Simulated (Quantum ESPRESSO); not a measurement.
# Band energies of TaRh$_{3}$

```
CELL_PARAMETERS angstrom
      3.86978     0.00000     0.00000
      0.00000     3.86978     0.00000
      0.00000     0.00000     3.86978
ATOMIC_POSITIONS crystal
  Rh 0.00000 0.50000 0.50000
  Rh 0.50000 0.00000 0.50000
  Rh 0.50000 0.50000 0.00000
  Ta 0.00000 0.00000 0.00000
```

PBEsol (Quantum ESPRESSO, PseudoDojo norm-conserving, 88 Ry, without SOC); path ΓXMΓRX,MR; energies in eV from the Fermi level.

```csv
k (1/Å),point,band 28,band 29,band 30,band 31,band 32,band 33,band 34,band 35
0.00,Γ,-0.51,0.45,0.97,0.97,0.97,3.14,3.14,3.27
0.35,,-0.49,-0.49,-0.45,-0.01,0.97,1.04,2.24,2.24
0.70,,-1.47,-1.47,-1.29,-1.15,-0.21,0.89,0.89,0.97
0.81,X,-1.48,-1.41,-1.41,-1.28,-0.20,0.75,0.75,0.97
1.04,,-2.14,-1.40,-1.23,-0.85,-0.61,0.25,1.24,1.36
1.39,,-2.65,-1.55,-1.44,-1.29,-1.11,-0.72,1.39,1.75
1.62,M,-2.35,-1.90,-1.73,-1.73,-1.20,-0.98,1.40,1.40
1.73,,-2.47,-1.82,-1.70,-1.48,-1.23,-0.92,1.44,1.48
2.04,,-2.05,-1.73,-1.43,-0.99,-0.23,-0.18,1.72,1.88
2.46,,-0.56,-0.42,-0.16,0.16,0.74,1.25,2.52,2.60
2.77,Γ,-0.51,0.45,0.97,0.97,0.97,3.14,3.14,3.27
3.07,,-0.65,-0.18,-0.18,0.03,0.81,1.35,2.62,2.62
3.37,,-1.97,-1.11,-0.92,-0.92,-0.69,0.69,1.60,1.60
3.68,,-2.22,-2.17,-1.47,-1.47,-0.99,0.60,1.40,1.40
3.98,,-2.19,-0.46,-0.46,-0.16,0.31,0.55,1.41,1.41
4.18,R,-2.23,0.54,0.54,0.54,0.67,0.81,0.81,0.81
4.37,,-2.16,-0.41,-0.39,-0.04,0.25,0.51,1.39,1.50
4.66,,-2.17,-1.93,-1.78,-1.43,-0.91,0.38,1.74,1.86
4.94,,-2.19,-1.65,-1.43,-1.23,-0.58,0.34,1.38,1.84
5.23,,-1.74,-1.42,-1.27,-1.15,-0.31,0.68,0.81,1.10
5.33,X,-1.48,-1.41,-1.41,-1.28,-0.20,0.75,0.75,0.97
5.33,M,-2.35,-1.90,-1.73,-1.73,-1.20,-0.98,1.40,1.40
5.43,,-2.30,-2.00,-1.76,-1.76,-1.26,-0.87,1.46,1.46
5.73,,-1.81,-1.42,-1.42,-1.40,-1.19,-0.05,1.94,1.94
6.14,R,-2.23,0.54,0.54,0.54,0.67,0.81,0.81,0.81
```

A metal at this level: along this path bands 29, 30, 31, 32, 33 cross the Fermi level.

Spin-orbit coupling is left out; for elements this heavy it splits bands near the Fermi level.

Geometry of the Materials Project entry, not relaxed at this level.
